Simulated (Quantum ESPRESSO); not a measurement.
**Band energies of AgBr at +1 % isotropic strain**

```
CELL_PARAMETERS angstrom
      0.00000     2.86583     2.86583
      2.86583     0.00000     2.86583
      2.86583     2.86583     0.00000
ATOMIC_POSITIONS crystal
  Br 0.50000 0.50000 0.50000
  Ag 0.00000 0.00000 0.00000
```

PBEsol (pw.x of Quantum ESPRESSO, ONCV potentials, without SOC); path ΓXWKΓLUWLK,UX; energies in eV from the valence-band maximum.

| k (1/Å) | point | band 9 | band 10 | band 11 | band 12 | band 13 | band 14 | band 15 | band 16 |
|---|---|---|---|---|---|---|---|---|---|
| 0.00 | Γ | -2.84 | -2.84 | -1.96 | -1.96 | -1.96 | 0.50 | 9.82 | 9.82 |
| 0.33 |  | -2.90 | -2.80 | -1.86 | -1.86 | -1.73 | 2.14 | 8.04 | 8.45 |
| 0.77 |  | -3.06 | -2.71 | -2.10 | -2.10 | -1.86 | 2.34 | 7.17 | 7.56 |
| 1.10 | X | -2.89 | -2.67 | -2.41 | -2.41 | -2.31 | 1.46 | 6.90 | 8.92 |
| 1.53 |  | -2.41 | -2.41 | -2.36 | -2.32 | -1.61 | 3.36 | 7.25 | 7.45 |
| 1.64 | W | -2.41 | -2.40 | -2.32 | -2.32 | -1.58 | 3.71 | 7.01 | 7.53 |
| 2.03 | K | -2.69 | -2.46 | -2.24 | -2.06 | -1.23 | 2.85 | 6.69 | 8.10 |
| 2.35 |  | -2.58 | -2.53 | -2.04 | -1.96 | -0.20 | 4.64 | 5.27 | 7.30 |
| 2.77 |  | -2.75 | -2.68 | -2.15 | -1.81 | -0.65 | 2.62 | 7.57 | 7.75 |
| 3.19 | Γ | -2.84 | -2.84 | -1.96 | -1.96 | -1.96 | 0.50 | 9.82 | 9.82 |
| 3.51 |  | -2.76 | -2.76 | -2.37 | -1.25 | -1.25 | 1.85 | 7.91 | 9.04 |
| 3.93 |  | -2.56 | -2.56 | -2.23 | -0.18 | -0.18 | 3.50 | 6.48 | 6.96 |
| 4.14 | L | -2.52 | -2.52 | -2.18 | 0.00 | 0.00 | 3.54 | 6.53 | 6.64 |
| 4.26 |  | -2.53 | -2.52 | -2.18 | -0.16 | -0.05 | 3.73 | 5.87 | 6.74 |
| 4.70 |  | -2.64 | -2.48 | -2.23 | -1.89 | -0.96 | 3.25 | 6.39 | 7.90 |
| 4.82 | U | -2.69 | -2.46 | -2.24 | -2.06 | -1.23 | 2.85 | 6.69 | 8.10 |
| 5.11 |  | -2.48 | -2.43 | -2.29 | -2.25 | -1.54 | 3.58 | 6.93 | 7.62 |
| 5.20 | W | -2.41 | -2.40 | -2.32 | -2.32 | -1.58 | 3.71 | 7.01 | 7.53 |
| 5.40 |  | -2.55 | -2.48 | -2.27 | -1.92 | -1.24 | 3.87 | 6.16 | 7.63 |
| 5.78 |  | -2.54 | -2.52 | -2.19 | -0.43 | -0.16 | 4.06 | 5.36 | 6.95 |
| 5.98 | L | -2.52 | -2.52 | -2.18 | 0.00 | 0.00 | 3.54 | 6.53 | 6.64 |
| 6.15 |  | -2.53 | -2.52 | -2.19 | -0.34 | -0.12 | 3.94 | 5.53 | 6.87 |
| 6.40 |  | -2.60 | -2.50 | -2.23 | -1.40 | -0.62 | 3.86 | 5.65 | 7.84 |
| 6.65 | K | -2.69 | -2.46 | -2.24 | -2.06 | -1.23 | 2.85 | 6.69 | 8.10 |
| 6.65 | U | -2.69 | -2.46 | -2.24 | -2.06 | -1.23 | 2.85 | 6.69 | 8.10 |
| 7.04 | X | -2.89 | -2.67 | -2.41 | -2.41 | -2.31 | 1.46 | 6.90 | 8.92 |

The PBEsol gap is indirect, 0.50 eV, from L to Γ; the smallest direct gap is 2.47 eV.

Spin-orbit splittings are left out.

Geometry strained from the cell relaxed with PBEsol, atoms relaxed again.
